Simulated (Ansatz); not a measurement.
### Question
Ru (bcc (W type), Im-3m) is relaxed with DFT-PBE in the program Ansatz with PAW potentials. What lattice parameters of the conventional cell result?

### Answer
a = 3.053 Å.

The start of the workflow was typed in or built on a structure type; neither database checked (COD, Materials Project) lists it. It is not the phase usual at ambient conditions (space group No. 194). Symmetry was held in the PBE relaxation; its stability against distortions is not shown here. The run is not spin-polarised.

Potentials: the earlier of the program's two PAW sets.
